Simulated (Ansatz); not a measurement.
Space group P6/mmm (No. 191). a = 3.103 Å, b = 3.103 Å, c = 3.321 Å, α = 90.00°, β = 90.00°, γ = 120.00°
```json
{"atom": "Nb", "site": "1a", "symmetry": "6/mmm", "x": "0.0000", "y": "0.0000", "z": "0.0000"}
{"atom": "B", "site": "2d", "symmetry": "-6m2", "x": "0.3333", "y": "0.6667", "z": "0.5000"}
```

Equation of state of this NbB$_{2}$ structure (not necessarily the ground state), with shape and atoms relaxed at each volume where symmetry leaves them free. It has no gap at any of these volumes. Level of theory: Ansatz, DFT r2SCAN, scalar-relativistic, plane waves, PAW.

Plane waves to 500 eV, a k mesh through Γ of 18×18×12 on the computed 3-atom cell and Gaussian smearing (0.10 eV); no spin polarisation.

| V (Å³/atom) | E − E(largest V) (meV/atom) | P (GPa) |
| --- | --- | --- |
| 8.124 | 78.69 | 48.65 |
| 8.401 | 8.02 | 33.57 |
| 8.678 | -38.50 | 20.63 |
| 8.955 | -64.29 | 9.53 |
| 9.232 | -72.27 | -0.01 |
| 9.509 | -64.96 | -8.20 |
| 9.786 | -44.51 | -15.24 |
| 10.155 | 0.00 | -23.09 |

Task: Fit a third-order Birch–Murnaghan equation to E(V).

Result: V0 = 9.23 Å³/atom, B0 = 294 GPa, B0' = 4.0.

Cost: 8 runs of about 9.9 core-minutes in all, on Intel Xeon Processor @ 2.50GHz (Skylake/Cascade Lake) (shared hosts).